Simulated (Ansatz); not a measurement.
What a change of settings does to a run on GeCl2

The cell was built from the CdI2 type and relaxed in the same program, and has space group P-3m1; it needn't be a known or the stable phase.

First run: DFT, PBE, all-electron LAPW, scalar-relativistic (Ansatz 0.2.0).

Command: `ansatz run input.yaml --threads 1 --pin off --max-ram 3072MiB --backend cpu --events-out ev --progress --plain --runs-dir out` The run took about 33 s on 1 thread of a shared machine.

```yaml
crystal:
  lattice:
    - [3.9410607685, 0.0, 0.0]
    - [-1.9705303842, 3.4130587434, 0.0]
    - [0.0, 0.0, 6.7913277095]
  atoms:
    - { symbol: Ge, position: [0.0, 0.0, 0.0] }
    - { symbol: Cl, position: [0.3333333333, 0.6666666667, 0.2163880213] }
    - { symbol: Cl, position: [0.6666666667, 0.3333333333, 0.7836119787] }
kpoints:
  mp_grid: { grid: [13, 13, 7] }
  band_path:
    path:
      - [0.0, 0.0, 0.0]
      - [0.5, 0.0, 0.0]
      - [0.3333333333, 0.3333333333, 0.0]
      - [0.0, 0.0, 0.0]
      - [0.0, 0.0, 0.5]
      - [0.5, 0.0, 0.5]
      - [0.3333333333, 0.3333333333, 0.5]
      - [0.0, 0.0, 0.5]
      - [0.5, 0.0, 0.5]
    npoints: 8
scf:
  occupations: { method: fermi_dirac, width: 0.08 }
hamiltonian:
  xc: pbe
  pseudopotentials: { kind: all_electron, lapw: { basis_error: 0.001 } }
output:
  forces: true
  stress: true
  eigenvalues: true
  populations: true
  dos: { projected: true, de: 0.2, e_range: [-14, 8] }
```

Result: converged; pressure 0.01 GPa; gap on the k mesh 2.55 eV (the mesh can miss the band edges); 8 SCF iterations.

The input is then changed:

```diff
@@ -24,4 +24,5 @@
 scf:
   occupations: { method: fermi_dirac, width: 0.08 }
+  lower_state_search: full
 hamiltonian:
   xc: pbe
@@ -32,4 +33,3 @@
   eigenvalues: true
   populations: true
-  dos: { projected: true, de: 0.2, e_range: [-14, 8] }
```

**Question.** What does the second run give?

**Answer.** It was cut off at the time limit (10 SCF iterations).
